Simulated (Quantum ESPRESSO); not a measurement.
## Band energies of WSe$_{2}$

```
WSe2
1.0
    3.31993     0.00000     0.00000
   -1.65997     2.87514     0.00000
    0.00000     0.00000    13.73719
Se W
4 2
Cartesian
  0.00000   1.91676  11.96509
  1.65997   0.95838   1.77210
  1.65997   0.95838   5.09650
  0.00000   1.91676   8.64069
  1.65997   0.95838  10.30289
  0.00000   1.91676   3.43430
```

PBEsol (pw.x of Quantum ESPRESSO, ONCV potentials, with spin-orbit coupling); path ΓMKΓALHA,LM,KH; energies in eV from the valence-band maximum.

```
k (1/Å)  point  band 92  band 93  band 94  band 95  band 96  band 97  band 98  band 99
-------  -----  -------  -------  -------  -------  -------  -------  -------  -------
0.00         Γ     0.00     2.47     2.47     2.49     2.49     2.72     2.72     2.77
0.18              -0.14     2.31     2.31     2.39     2.39     2.43     2.43     2.61
0.55              -1.09     1.39     1.39     2.00     2.00     2.09     2.09     2.25
0.73              -1.28     1.59     1.59     1.93     1.93     2.02     2.02     2.27
1.09         M    -1.06     1.97     1.97     1.99     1.99     2.43     2.43     2.57
1.51              -0.30     1.51     1.51     1.66     1.66     2.44     2.44     2.67
1.72         K    -0.02     1.20     1.20     1.24     1.24     2.23     2.23     2.85
2.08              -0.67     1.41     1.41     2.04     2.04     2.32     2.32     2.39
2.26              -0.85     1.10     1.10     1.82     1.82     2.15     2.15     2.17
2.62              -0.54     1.66     1.66     2.00     2.00     2.24     2.24     2.29
2.99         Γ     0.00     2.47     2.47     2.49     2.49     2.72     2.72     2.77
2.99         A    -0.23     2.48     2.48     2.48     2.48     2.74     2.74     2.74
3.35              -0.63     1.88     1.88     1.88     1.88     2.36     2.36     2.36
3.53              -1.10     1.69     1.69     1.69     1.69     2.14     2.14     2.14
3.90              -1.18     1.92     1.92     1.92     1.92     2.30     2.30     2.30
4.08         L    -1.08     1.99     1.99     1.99     1.99     2.52     2.52     2.52
4.24              -0.68     1.91     1.91     2.09     2.09     2.34     2.34     2.69
4.39              -0.47     1.73     1.73     1.92     1.92     2.41     2.41     2.83
4.71         H    -0.04     1.21     1.21     1.24     1.24     2.55     2.55     2.56
4.85              -0.23     1.39     1.39     1.47     1.47     2.51     2.51     2.60
5.13              -0.75     1.47     1.47     1.69     1.69     2.31     2.31     2.33
5.41              -0.90     1.41     1.41     1.57     1.57     2.04     2.04     2.11
5.55              -0.71     1.71     1.71     1.76     1.76     2.14     2.14     2.22
5.83              -0.27     2.40     2.40     2.43     2.43     2.61     2.61     2.63
5.97         A    -0.23     2.48     2.48     2.48     2.48     2.74     2.74     2.74
5.97         L    -1.08     1.99     1.99     1.99     1.99     2.52     2.52     2.52
6.20         M    -1.06     1.97     1.97     1.99     1.99     2.43     2.43     2.57
6.20         K    -0.02     1.20     1.20     1.24     1.24     2.23     2.23     2.85
6.43         H    -0.04     1.21     1.21     1.24     1.24     2.55     2.55     2.56
```

The PBEsol gap is indirect, 1.10 eV, from Γ to 43 % of the way from K to Γ; the smallest direct gap is 1.22 eV.

Geometry of the Materials Project entry, not relaxed at this level.

The distance between layers or molecules is the database entry's, not relaxed here. Functionals without dispersion can leave it too large, which widens gaps and weakens the response across layers: the numbers belong to this cell.
